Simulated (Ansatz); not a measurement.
**Relaxing a structure of Ir**

The start is a relaxed Ir cell displaced along its unstable phonon at q = (½, 0, 0) of its primitive reciprocal cell (162i cm⁻¹), largest move 0.15 Å. Cell shape, volume and atoms are optimised at zero target pressure with PBEsol (plane waves to 420 eV, PAW, scalar-relativistic; Ansatz, a quantum-chemistry and plane-wave program). The first steps use a coarse 15×15×15 k-mesh.

The start:
```
Ir
1.0
   -3.07660     3.07660     3.07660
    1.53830    -1.53830     1.53830
    1.53830     1.53830    -1.53830
Ir
2
Direct
  0.00000   0.96552   0.03448
  0.50000   0.03448   0.96552
```

How large is the pressure on the unrelaxed cell, and of which sign?

-2.6 GPa (negative: the cell is under tension).

How much energy is released per atom?

0.43 eV/atom.

How do the shortest distances between atoms change?

The closest pairs of elements (up to four, under 3.6 Å), start → end: Ir–Ir 2.66 → 2.71 Å.

Give the final cell and atomic positions.


Space group P6₃/mmc (No. 194); a = b = 2.7192 Å, c = 4.4079 Å, α = β = 90.00°, γ = 120.00°

```
atom  site  symmetry       x       y       z
----  ----  --------  ------  ------  ------
Ir      2d      -6m2  0.6667  0.3333  0.2500
```

Final values are on a 20×20×11 k-mesh of the relaxed cell. No spin polarisation in the result.

The run could not lose the symmetry of its start: the end is stationary, and may be a saddle point rather than a minimum.

The relaxed structure here is a generated cell of Ir: the first start was made by placing the elements on the sites of a structure type, and the end was not matched to a known phase here, so it may be hypothetical. Known forms of Ir include space group No. 225.
